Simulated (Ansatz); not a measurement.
Level of theory: DFT PBE, scalar-relativistic, plane waves, PAW (Ansatz 0.2.0). All cells share a 420 eV cutoff and Γ-centred k meshes spaced about 0.3 Å⁻¹ or finer (0.25 for metals, 2π included). No spin polarisation.

Relaxed structures of TaH4, with energies over the first row. Coordination counts H atoms around Ta (those within 1.25 times the shortest such distance or 1.15 times the sum of covalent radii, 1.27 where that leaves under three).

```csv
#,form,sites,V (Å³/atom),coordination,ΔE (meV/atom)
1,Immm,"Ta 4i; H 4g, 8l, 4f",6.5,Ta 10,0
2,C2/m,"Ta 2b; H 4i, 4i",13.2,Ta 6,57
3,P-3m1,"Ta 1a; H 2c, 2d",12.5,Ta 6,59
4,C2/c,"Ta 4e; H 8f, 8f",7.8,Ta 8,79
5,I4/mmm,Ta 2a; H 8g,10.4,Ta 8,125
```

A further structure, relaxed alike:

```
CELL_PARAMETERS angstrom
-2.27481 2.27481 1.44675
2.27481 -2.27481 1.44675
2.27481 2.27481 -1.44675
ATOMIC_POSITIONS crystal
Ta 0.50000 0.50000 0.00000
H 0.10974 0.70983 0.81957
H 0.70983 0.89026 0.60009
H 0.29017 0.10974 0.39991
H 0.89026 0.29017 0.18043
```

Q: Where does it fall in the ranking, and at what energy?

A: It falls between rows 4 and 5, 109 meV/atom above row 1, with space group I4/m (No. 87) and 6.0 Å³/atom. Counting H atoms around Ta, this cell has Ta 12 and row 1 has Ta 10. Ta is surrounded by 12 H at 2.02 Å and 2 Ta at 2.89 Å; around H lie 9 H at 1.96–2.15 Å and 3 Ta at 2.02 Å.

Even the lowest cell shown lies +0.04 eV/atom against the elements' standard structures at this level. For metals, differences of a few meV/atom aren't resolved. No dispersion correction is applied, so the spacing and binding between layers, chains or molecules are poorly described (C2/m, P-3m1, I4/mmm), and this can change margins and order among such cells. These runs have no spin–orbit coupling, which can matter for Ta. With hydrogen, zero-point motion can shift such differences by 10 meV/atom or more. With atoms moved at random, row 3 ended within 5 meV/atom of its own energy, in a cell of lower symmetry. With atoms moved at random, row 1 and row 2 came back. Row 4, row 5 and the further cell had no clear such test and can be saddle points. Some types were kept out of the candidates beforehand, so the set may lack a known form.
